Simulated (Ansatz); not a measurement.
**RhN: all-electron results**

```yaml
crystal:
  lattice:
    - [3.12206, 0.00000, 0.00000]
    - [-1.56103, 2.70379, 0.00000]
    - [0.00000, 0.00000, 5.77534]
  atoms:
    - { symbol: Rh, position: [0.33333, 0.66667, 0.00687] }
    - { symbol: Rh, position: [0.66667, 0.33333, 0.50687] }
    - { symbol: N, position: [0.33333, 0.66667, 0.36913] }
    - { symbol: N, position: [0.66667, 0.33333, 0.86913] }
```

Atoms are numbered in the order listed.

The structure comes from a relaxation in the same program, started in the wurtzite type, and has space group P6_3mc. Whether it is a known phase or the ground state wasn't checked.

All numbers are computed: DFT, PBE, all-electron LAPW, scalar-relativistic (Ansatz 0.2.0); DFT, PBE, PAW with Ansatz's default frozen-core files, scalar-relativistic (Ansatz 0.2.0).

For LAPW: a Γ-centred 15×15×8 k mesh, Fermi–Dirac smearing of 0.05 eV, basis error target 0.5 meV/atom, no spin polarisation. PAW takes a cutoff of 420 eV at this cell. The Ansatz runs share mesh, smearing and spin set-up. Values come from LAPW unless marked.

* Löwdin charges (with 0.25 e of the cell spilling out of the atomic basis, so their sizes and signs hang on that basis): Rh1 0.77, N3 -0.64 e
* Pressure at this cell: 0.06 GPa
* Volume per atom: 12.19 Å³

**Question.** Give the computed value. Band gap.

**Answer.** none: bands cross the Fermi level, a metal.

**Question.** Give the computed value. Density of states at the Fermi level (0.2 eV bin).

**Answer.** 2.15 states/eV per cell.

**Question.** Bader charges (from the PAW run): what does the calculation give?

**Answer.** Rh1 +0.83, N3 -0.83 e.
